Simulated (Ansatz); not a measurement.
Data:

Relaxed Bi$_{2}$Se$_{3}$ (Bi2Te3 type, space group R-3m):

```
CELL_PARAMETERS angstrom
      2.07230     1.19644     9.75526
     -2.07230     1.19644     9.75526
      0.00000    -2.39289     9.75526
ATOMIC_POSITIONS crystal
  Bi 0.39938 0.39938 0.39938
  Bi 0.60062 0.60062 0.60062
  Se 0.00000 0.00000 0.00000
  Se 0.21420 0.21420 0.21420
  Se 0.78580 0.78580 0.78580
```

In each cell atom 4 (Se, nearest neighbour Bi at 2.853 Å; its periodic images, 4.1 Å or more away, move with it) moves by s·(0.000, 0.839, 0.545) (towards the nearest neighbour), the rest being held.

These are r2SCAN+rVV10 (plane waves to 500 eV, PAW, scalar-relativistic; Ansatz, a first-principles code) values and carry that method's errors. k mesh 8×8×8 (Γ-centred), Fermi-Dirac smearing 0.05 eV. Energies are smeared free energies. Bi2Se3 was relaxed with its symmetry unable to fall. Spin-orbit coupling is left out, though Bi is heavy. ΔE is measured from the undisplaced structure.

The scan covers s from -0.570 to 0.570 Å in 11 points.

Q: Is the energy the same for displacements of ±0.570 Å, and if not, which side lies higher?

A: Not even: the positive side lies higher at ±0.570 Å. With its periodic images moving along, the atom's site symmetry in this cell is 3m.

Q: What is the energy change at s = 0.570 Å?

A: 1403 meV/cell.

Q: What force acts on the atom along the line at s = -0.570 Å?

A: 1.39 eV/Å.

Q: What is the force constant k = d²E/ds² of this move at s = 0?

A: 4.80 eV/Å².

(For displaced atoms, the force is minus the slope of the energy, and its curvature is a force constant, which sets phonon frequencies.)
